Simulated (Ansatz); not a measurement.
## Ge: energy along a strain

Ge, Fd-3m, a = 5.658 Å (as given, not relaxed at this level: 0.7 GPa). Ansatz: PBEsol, PAW, 420 eV, Γ-centred 14×14×14 mesh on 2 atoms, Gaussian smearing 0.15 eV; no spin polarisation. Cell vectors (Å): 0.000 2.829 2.829; 2.829 0.000 2.829; 2.829 2.829 0.000. The cell is strained by x per cent times the pattern (1 -1 0 0 0 0) in the order xx yy zz yz xz xy (engineering shears), with fractional coordinates held. y is the free energy over the start, V0 = 22.636 Å³/atom. Symmetry makes y even in x. Points with a strain past 8.5 % were computed too (2) and aren't used here.

| x (%) | y (meV/atom) |
| --- | --- |
| -5.00 | 24.91 |
| 0.00 | 0.00 |
| 1.25 | 1.58 |
| 2.50 | 6.31 |
| 3.75 | 14.13 |
| 6.25 | 38.47 |
| 7.50 | ? |

Q: Fit y = c2 x² + c4 x⁴ to the other rows, get the stiffness along the pattern, and predict the missing energy.

A: Least squares on the rows shown. y = 1.0161 x² − 0.00079802 x⁴. The clamped-ion stiffness p·C·p = 2 × 10.16 eV × 160.2 / 22.636 Å³ = 144 GPa (second derivative at the start, which stands under stress). At x = 7.50 the fit asked for gives 54.63 meV/atom. The run gave 54.59 meV/atom, so the fit is 0.04 meV/atom too high, a small miss on the scale of the series.